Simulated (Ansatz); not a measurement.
The elements of this relaxed trial crystal are hidden behind letters.

```
lattice vectors (Å)
   4.0023    0.0000    0.0000
  -2.0012    3.4661    0.0000
   0.0000    0.0000    6.1102
fractional positions
X 0.0000 0.0000 0.0000
Z 0.6667 0.3333 0.5000
Q 0.3333 0.6667 0.5000
```

Theory: Ansatz 0.2.0, DFT PBE, scalar-relativistic, plane waves, PAW. Settings of the last relaxation (3-atom cell): 420 eV, 12×12×8 k points, Gaussian smearing of 0.10 eV, no spin polarisation.

```
Space group                                : P-6m2 (No. 187)
Conventional cell                          : a = 4.002 Å, c = 6.110 Å
Volume per atom                            : 28.25 Å³
Density                                    : 4.20 g/cm³
Formation energy                           : +0.25 eV/atom
Gap on the 12×12×8 mesh of the 3-atom cell : 0 eV (a metal)
```

Energies are uncorrected and count from the elements' standard states at the same level.

Q: X is an s-block element of period 6, Z is an s-block element of period 2 and Q is a p-block element of period 4. Which elements are they?

A: X = Cs, Z = Be, Q = Ge, so the formula is CsBeGe. Density times volume gives a mean mass of 4.20 × 28.25/1.6605 = 71.5 u per atom, and this set has 71.5 u. Cs has 6 Be at 3.83 Å, 6 Ge at 3.83 Å and 6 Cs at 4.00 Å; Be is surrounded by 3 Ge at 2.31 Å, 6 Cs at 3.83 Å and 6 Be at 4.00 Å; Ge is surrounded by 3 Be at 2.31 Å and 6 Cs at 3.83 Å. Other sets within the hints have nearly the same mass, so mass alone doesn't settle it; this one was computed.

A structure relaxed within its symmetry needn't be a true minimum.
